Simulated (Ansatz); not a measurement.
MoSeS in space group P-3m1 (No. 164; Mo on 2c, Se on 2d, S on 2d), LDA in the plane-wave PAW code Ansatz. The conduction-band minimum lies on the K–Γ line, 44 % of the way from K, with 6 equivalent valleys. Second derivatives d²E/dk² of the lowest band at one valley (eV·Å²), along Cartesian directions:

```json
[
 {"direction": "[100]", "d²E/dk²": "10.72"},
 {"direction": "[010]", "d²E/dk²": "12.50"},
 {"direction": "[001]", "d²E/dk²": "16.15"},
 {"direction": "[110]", "d²E/dk²": "13.15"},
 {"direction": "[101]", "d²E/dk²": "12.66"},
 {"direction": "[011]", "d²E/dk²": "14.77"}
]
```

Question: Find the principal effective masses, the density-of-states mass and the conductivity mass.

Answer: Off-diagonal terms follow from H_xy = H[110] − (H_xx + H_yy)/2, and m*/mₑ = 7.620 eV·Å² over each eigenvalue: 0.47, 0.57, 0.78. One valley's DOS mass (m₁m₂m₃)^(1/3) = 0.59, conductivity mass 3/(Σ 1/mᵢ) = 0.58 mₑ.

Question: What effective density of states Nc follows at 300 K for parabolic valleys?

Answer: Nc = 2.509e19 × 6 × (0.59)^(3/2) ≈ 6.8e19 cm⁻³.

Question: With the computed static dielectric constant 13.7 (mean of the diagonal), estimate a hydrogenic donor's binding energy and radius.

Answer: E = 13.606 eV × 0.58/13.7² ≈ 42 meV; a = 0.529 Å × ε/m* ≈ 12 Å. Semilocal masses tend to be too small where the gap is.

The first step of the workflow began from a Materials Project structure, measured or hypothetical; the Crystallography Open Database copy checked does not list it. Whether it is the stable phase at ambient conditions was not checked. The LDA relaxation kept the symmetry of its start; of distortions, only those at the zone centre were tested. The run is not spin-polarised. A crystal of weakly bound layers computed without a dispersion correction: the cell and the soft elastic constants depend strongly on that. Spin–orbit coupling is left out wherever it is not named.

Potentials: the later of the program's two PAW sets.
